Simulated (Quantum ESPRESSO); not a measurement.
Simulation results for AlInGa2P4 (made-up cell), GaSiGe6 (made-up cell), SiGe6C (made-up cell), SiGe6N (made-up cell)

Computed with Quantum ESPRESSO 7.5. Calculation on a made-up crystal cell, not a measurement: periodic Kohn-Sham density functional theory in plane waves with PseudoDojo standard norm-conserving scalar-relativistic pseudopotentials, each functional with its own files (v0.5 for PBE, v0.4.1 for LDA and PBEsol), no spin polarisation, no spin-orbit coupling, atoms not relaxed, stress positive in tension, energies less a fixed whole-eV offset for each atom's element; levels are Kohn-Sham levels at fractions of this cell's reciprocal vectors, counted from the reference band (half the neutral cell's valence electrons, rounded up) at Gamma; error bars cover cutoff and k-mesh only, not smearing or the files; added strain carries the atoms with the cell, and shear is the tensor component; each bar is the largest change over components, and at least 0.002 eV, 0.002 eV per angstrom or 0.02 GPa; energies are for the whole cell, and the offsets were chosen from early runs and are not element reference energies.

Settings shared by all entries: lattice type zincblende/diamond; functional pbe; scf tolerance 1e-07 eV; electrons removed 0.

(1) 
```cif
# cell vector a (Å): 5.7324 0.0000 0.0000
# cell vector b (Å): 0.0000 5.7324 0.0000
# cell vector c (Å): 0.0000 0.0000 5.7324
data_AlInGa2P4
_symmetry_space_group_name_H-M 'P 1'
_symmetry_Int_Tables_number 1
_cell_length_a 5.7324
_cell_length_b 5.7324
_cell_length_c 5.7324
_cell_angle_alpha 90.000
_cell_angle_beta 90.000
_cell_angle_gamma 90.000
_cell_volume 188.37
loop_
_atom_site_label
_atom_site_type_symbol
_atom_site_fract_x
_atom_site_fract_y
_atom_site_fract_z
_atom_site_occupancy
Ga1 Ga 0.99084 0.00284 0.98840 1
Ga2 Ga 0.00670 0.51854 0.53157 1
Al1 Al 0.48861 0.98283 0.51736 1
In1 In 0.49435 0.51057 0.97870 1
P1 P 0.26748 0.25644 0.24253 1
P2 P 0.23967 0.76645 0.73896 1
P3 P 0.76680 0.27348 0.73344 1
P4 P 0.75363 0.77003 0.26298 1
_calc_cutoff 1088  # eV
_calc_fermi_dirac_smearing 0.025  # eV
_calc_k_mesh '4 x 4 x 4, shifted by half a step'
_calc_free_energy_less_offsets -1.143  # eV
_calc_smearing_term_minus_ts 0  # eV
_calc_scf_iterations 10
_calc_pressure -2.323  # GPa
_calc_stress_xx 1.899  # GPa
_calc_stress_yy 2.199  # GPa
_calc_stress_zz 2.873  # GPa
_calc_stress_yz 0.907  # GPa
_calc_stress_xz 1.342  # GPa
_calc_stress_xy -1.056  # GPa
_calc_error_bar_energy 0.008064  # eV
_calc_error_bar_stress 0.02  # GPa
_calc_error_bar_force 0.002242  # eV/angstrom
_calc_error_bars_from 'tighter rerun of this cell'
```

Atoms:
```tsv
atoms element	atom site	atom energy offset (eV)
Ga	1	-2080
Ga	2	-2080
Al	3	-64
In	4	-1808
P	5	-189
P	6	-189
P	7	-189
P	8	-189
```

Forces:
```tsv
site	x (eV/Å)	y (eV/Å)	z (eV/Å)
1	0.1994	0.9252	0.9083
2	0.05916	-0.3653	-2.462
3	1.058	1.827	-1.647
4	0.799	0.1933	0.987
5	-1.246	-0.9425	1.176
6	-0.4531	0.4595	0.7515
7	-0.5955	-1.808	0.2408
8	0.1797	-0.2897	0.04512
```

(2) 
```cif
# cell vector a (Å): 5.6261 0.0000 0.0000
# cell vector b (Å): 0.0000 5.6261 0.0000
# cell vector c (Å): 0.0000 0.0000 5.6261
data_GaSiGe6
_symmetry_space_group_name_H-M 'P 1'
_symmetry_Int_Tables_number 1
_cell_length_a 5.6261
_cell_length_b 5.6261
_cell_length_c 5.6261
_cell_angle_alpha 90.000
_cell_angle_beta 90.000
_cell_angle_gamma 90.000
_cell_volume 178.08
loop_
_atom_site_label
_atom_site_type_symbol
_atom_site_fract_x
_atom_site_fract_y
_atom_site_fract_z
_atom_site_occupancy
Ge1 Ge 0.99746 0.01489 0.01875 1
Ge2 Ge 0.00850 0.51197 0.48220 1
Ga1 Ga 0.51066 0.99842 0.48735 1
Ge3 Ge 0.51130 0.48401 0.97869 1
Ge4 Ge 0.26016 0.25519 0.25712 1
Si1 Si 0.23555 0.74000 0.74499 1
Ge5 Ge 0.74252 0.23389 0.75656 1
Ge6 Ge 0.74325 0.76476 0.25014 1
_calc_cutoff 1143  # eV
_calc_fermi_dirac_smearing 0.1  # eV
_calc_k_mesh '6 x 6 x 6, shifted by half a step'
_calc_pressure 4.896  # GPa
_calc_stress_xx -5.064  # GPa
_calc_stress_yy -4.646  # GPa
_calc_stress_zz -4.978  # GPa
_calc_stress_yz -2.349  # GPa
_calc_stress_xz 0.2416  # GPa
_calc_stress_xy 2.435  # GPa
_calc_fermi_level -1.018  # eV
_calc_reference_band 51
_calc_error_bar_stress 0.03334  # GPa
_calc_error_bar_force 0.008588  # eV/angstrom
_calc_error_bar_next_band_up 0.002  # eV
_calc_error_bar_fermi_level 0.004392  # eV
_calc_error_bars_from 'tighter rerun of a related cell'
```

Atoms:
```tsv
atoms element	atom site
Ge	1
Ge	2
Ga	3
Ge	4
Ge	5
Si	6
Ge	7
Ge	8
```

Forces:
```tsv
site	x (eV/Å)	y (eV/Å)	z (eV/Å)
1	0.8979	-0.7954	-1.014
2	-0.855	-0.385	0.6666
3	-1.239	-0.05583	1.226
4	-1.095	1.804	0.8615
5	0.2554	0.03014	-0.2628
6	0.6967	0.8883	0.7123
7	1.211	-0.01889	-1.363
8	0.1284	-1.468	-0.8267
```

Levels:
```tsv
level k point	next band up (eV)
Gamma	0.1863
(1/2,1/2,1/2)	-0.06355
(0.15,0,0)	0.1673
(0,0.15,0)	0.2436
(0,0,0.15)	0.199
```

(3) 
```cif
# cell vector a (Å): 5.6261 0.0000 0.0000
# cell vector b (Å): 0.0000 5.6261 0.0000
# cell vector c (Å): 0.0000 0.0000 5.6261
data_SiGe6C
_symmetry_space_group_name_H-M 'P 1'
_symmetry_Int_Tables_number 1
_cell_length_a 5.6261
_cell_length_b 5.6261
_cell_length_c 5.6261
_cell_angle_alpha 90.000
_cell_angle_beta 90.000
_cell_angle_gamma 90.000
_cell_volume 178.08
loop_
_atom_site_label
_atom_site_type_symbol
_atom_site_fract_x
_atom_site_fract_y
_atom_site_fract_z
_atom_site_occupancy
Ge1 Ge 0.99746 0.01489 0.01875 1
Ge2 Ge 0.00850 0.51197 0.48220 1
C1 C 0.51066 0.99842 0.48735 1
Ge3 Ge 0.51130 0.48401 0.97869 1
Ge4 Ge 0.26016 0.25519 0.25712 1
Si1 Si 0.23555 0.74000 0.74499 1
Ge5 Ge 0.74252 0.23389 0.75656 1
Ge6 Ge 0.74325 0.76476 0.25014 1
_calc_cutoff 1143  # eV
_calc_fermi_dirac_smearing 0.1  # eV
_calc_k_mesh '6 x 6 x 6, shifted by half a step'
_calc_pressure -3.121  # GPa
_calc_stress_xx 2.874  # GPa
_calc_stress_yy 3.144  # GPa
_calc_stress_zz 3.346  # GPa
_calc_stress_yz -0.6429  # GPa
_calc_stress_xz 0.24  # GPa
_calc_stress_xy 0.5474  # GPa
_calc_fermi_level 0.08867  # eV
_calc_reference_band 46
_calc_error_bar_stress 0.03334  # GPa
_calc_error_bar_force 0.008588  # eV/angstrom
_calc_error_bar_next_band_up 0.002  # eV
_calc_error_bar_fermi_level 0.004392  # eV
_calc_error_bars_from 'tighter rerun of a related cell'
```

Atoms:
```tsv
atoms element	atom site
Ge	1
Ge	2
C	3
Ge	4
Ge	5
Si	6
Ge	7
Ge	8
```

Forces:
```tsv
site	x (eV/Å)	y (eV/Å)	z (eV/Å)
1	0.8498	-0.9305	-0.9735
2	-0.9817	-0.4716	0.9827
3	-0.4596	-0.1117	0.4868
4	-1.363	1.801	0.9188
5	1.738	-1.233	0.7478
6	1.559	1.574	-0.04854
7	0.2593	-1.077	-3.062
8	-1.602	0.4499	0.9483
```

Levels:
```tsv
level k point	next band up (eV)
Gamma	0.5212
(1/2,1/2,1/2)	-0.4926
(0.15,0,0)	0.42
(0,0.15,0)	0.4995
(0,0,0.15)	0.3973
```

(4) 
```cif
# cell vector a (Å): 5.6261 0.0000 0.0000
# cell vector b (Å): 0.0000 5.6261 0.0000
# cell vector c (Å): 0.0000 0.0000 5.6261
data_SiGe6N
_symmetry_space_group_name_H-M 'P 1'
_symmetry_Int_Tables_number 1
_cell_length_a 5.6261
_cell_length_b 5.6261
_cell_length_c 5.6261
_cell_angle_alpha 90.000
_cell_angle_beta 90.000
_cell_angle_gamma 90.000
_cell_volume 178.08
loop_
_atom_site_label
_atom_site_type_symbol
_atom_site_fract_x
_atom_site_fract_y
_atom_site_fract_z
_atom_site_occupancy
Ge1 Ge 0.99746 0.01489 0.01875 1
Ge2 Ge 0.00850 0.51197 0.48220 1
N1 N 0.51066 0.99842 0.48735 1
Ge3 Ge 0.51130 0.48401 0.97869 1
Ge4 Ge 0.26016 0.25519 0.25712 1
Si1 Si 0.23555 0.74000 0.74499 1
Ge5 Ge 0.74252 0.23389 0.75656 1
Ge6 Ge 0.74325 0.76476 0.25014 1
_calc_cutoff 1143  # eV
_calc_fermi_dirac_smearing 0.1  # eV
_calc_k_mesh '6 x 6 x 6, shifted by half a step'
_calc_pressure -2.462  # GPa
_calc_stress_xx 2.215  # GPa
_calc_stress_yy 2.504  # GPa
_calc_stress_zz 2.668  # GPa
_calc_stress_yz -0.6496  # GPa
_calc_stress_xz 0.1152  # GPa
_calc_stress_xy 0.5631  # GPa
_calc_fermi_level 0.1931  # eV
_calc_reference_band 47
_calc_error_bar_stress 0.03334  # GPa
_calc_error_bar_force 0.008588  # eV/angstrom
_calc_error_bar_next_band_up 0.002  # eV
_calc_error_bar_fermi_level 0.004392  # eV
_calc_error_bars_from 'tighter rerun of this cell'
```

Atoms:
```tsv
atoms element	atom site
Ge	1
Ge	2
N	3
Ge	4
Ge	5
Si	6
Ge	7
Ge	8
```

Forces:
```tsv
site	x (eV/Å)	y (eV/Å)	z (eV/Å)
1	0.8267	-0.9007	-0.9235
2	-1.011	-0.4819	0.9525
3	-0.2552	-0.106	0.2701
4	-1.328	1.782	0.9342
5	1.533	-1.039	0.5275
6	1.25	1.273	0.2699
7	0.4945	-0.8654	-2.869
8	-1.511	0.3381	0.8386
```

Levels:
```tsv
level k point	next band up (eV)
Gamma	0.887
(1/2,1/2,1/2)	0.707
(0.15,0,0)	1.154
(0,0.15,0)	1.098
(0,0,0.15)	1.2
```
